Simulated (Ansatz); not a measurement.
HfSi (CsCl type, Pm-3m) under volume change, DFT-PBEsol in the program Ansatz with PAW potentials, scaled uniformly.

| V (Å³/atom) | E − E(relaxed) (meV/atom) | P (GPa) |
|---|---|---|
| 15.630 | 67.0 | 15.12 |
| 16.145 | 28.2 | 9.22 |
| 16.660 | 6.7 | 4.26 |
| 17.175 | 0.0 | 0.00 |
| 17.691 | ? | ? |
| 18.206 | ? | ? |
| 18.721 | 50.9 | -9.80 |

Task: Complete the blanks.

Result: 
- 17.691, E − E(relaxed) (meV/atom): 6.2
- 17.691, P (GPa): -3.77
- 18.206, E − E(relaxed) (meV/atom): 23.7
- 18.206, P (GPa): -7.02

Task: What does a third-order Birch–Murnaghan fit give for V₀, B₀ and B′?

Result: V₀ = 17.17 Å³/atom, B₀ = 134 GPa, B′ = 3.9.

The cell is a constructed one: a structure type filled with these elements; neither database checked (COD, Materials Project) lists it. COD files the formula under space group No. 62. Its standing as an ambient phase is unchecked. The PBEsol relaxation kept the symmetry of its start. At this level the phase is mechanically unstable. The run is not spin-polarised. Scalar-relativistic: spin–orbit coupling is off unless named, which matters more the heavier the elements.

Potentials: the earlier of the program's two PAW sets. The files were generated under PBE; for other functionals the program regenerates the frozen cores, and for LDA and PBEsol the local potential too.
